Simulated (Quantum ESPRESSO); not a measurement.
**Kohn-Sham bands of HgS (wurtzite)**

```yaml
crystal:
  lattice:
    - [4.19636, 0.00000, 0.00000]
    - [-2.09818, 3.63415, 0.00000]
    - [0.00000, 0.00000, 6.87025]
  atoms:
    - { symbol: Hg, position: [0.66667, 0.33333, 0.50012] }
    - { symbol: Hg, position: [0.33333, 0.66667, 0.00012] }
    - { symbol: S, position: [0.66667, 0.33333, 0.87488] }
    - { symbol: S, position: [0.33333, 0.66667, 0.37488] }
```

Materials Project entry mp-973676; symmetrised, unrelaxed at this level. Not found in the COD (Crystallography Open Database) copy used, which has the formula in other groups; not checked further. Computed values, not measurements, from PBEsol: Quantum ESPRESSO (norm-conserving PseudoDojo potentials, cutoff 53 Ry, spinors with spin-orbit coupling) on a Γ-centred 6×6×4 mesh, then Wannier90. Density: 12×12×6 mesh, Gaussian smearing 0.01 Ry. With spin-orbit coupling a semilocal functional can close or falsely invert a small gap; the band order was not checked against a better method.

Energies are relative to the Fermi level; weights are on the orthonormalised atomic waves of the pseudopotential files, averaged over the group. 52 electrons a cell are treated as valence.

Q: Into which isolated groups do the bands fall, where do they lie and what are they made of?

A: 
```
bands  from (eV)  to (eV)        filling             weight on atomic waves
-----  ---------  -------  -------------  ---------------------------------
1–4      -114.14  -114.14         filled                        Hg 5s 100 %
5–8       -76.14   -76.14         filled                        Hg 5p 100 %
9–16      -57.79   -57.79         filled                        Hg 5p 100 %
17–20     -13.10   -12.43         filled    S 3s 85 %, Hg 6s 8 %, Hg 5d 7 %
21–28      -7.70    -6.84         filled               Hg 5d 92 %, S 3p 6 %
29–56      -6.39     3.35  partly filled  Hg 5d 44 %, S 3p 39 %, Hg 6s 12 %
```

No gap over 0.05 eV opens at the Fermi level at this level of theory; semilocal functionals close the gap of some real semiconductors.
